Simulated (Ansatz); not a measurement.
HgTe (zinc blende)

```xyz
2
Lattice="0.0000 3.2549 3.2549 3.2549 0.0000 3.2549 3.2549 3.2549 0.0000" Properties=species:S:1:pos:R:3 pbc="T T T"
Te     4.8823     4.8823     4.8823
Hg     0.0000     0.0000     0.0000
```

The slice is a {111} plane (indices of the conventional cell) through the point (0.000, 0.000, 0.000) (fractional), spanned by u = [100] and v = [-1 2 0] in vectors of this cell: u (4.60 Å) and v (7.97 Å, at 90° to u). It covers one period; positions are fractions (u, v).

Computed with PBEsol (plane waves to 420 eV, PAW, scalar-relativistic; Ansatz, a quantum-chemistry and plane-wave program). k mesh 9×9×9. Inside the PAW spheres the values are not all-electron values, and peaks at nuclei hang on which shells count as valence. At this level the bands of HgTe touch or barely overlap. HgTe was relaxed with its symmetry unable to fall. Spin-orbit coupling is left out, though Hg and Te are heavy.

Question: Predict the map of the valence electron density on the slice.

Answer: 
| v \ u | 0.00 | 0.17 | 0.33 | 0.50 | 0.67 | 0.83 |
|---|---|---|---|---|---|---|
| 0.90 | 0.4 | -0.3 | -0.5 | -0.3 | -0.5 | -0.3 |
| 0.80 | -1.1 | -1.0 | -0.5 | -0.2 | -0.5 | -1.0 |
| 0.70 | -1.9 | -1.5 | -0.8 | -0.6 | -0.8 | -1.5 |
| 0.60 | -1.7 | -1.3 | -0.3 | 0.4 | -0.3 | -1.3 |
| 0.50 | -1.0 | -0.8 | 0.5 | 1.2 | 0.5 | -0.8 |
| 0.40 | -0.3 | -0.5 | -0.3 | 0.4 | -0.3 | -0.5 |
| 0.30 | -0.2 | -0.5 | -1.0 | -1.1 | -1.0 | -0.5 |
| 0.20 | -0.6 | -0.8 | -1.5 | -1.9 | -1.5 | -0.8 |
| 0.10 | 0.4 | -0.3 | -1.3 | -1.7 | -1.3 | -0.3 |
| 0.00 | 1.2 | 0.5 | -0.8 | -1.0 | -0.8 | 0.5 |

Values: log₁₀ of the valence density in e/Å³. The scale is logarithmic, as a density can span decades between atoms and voids.
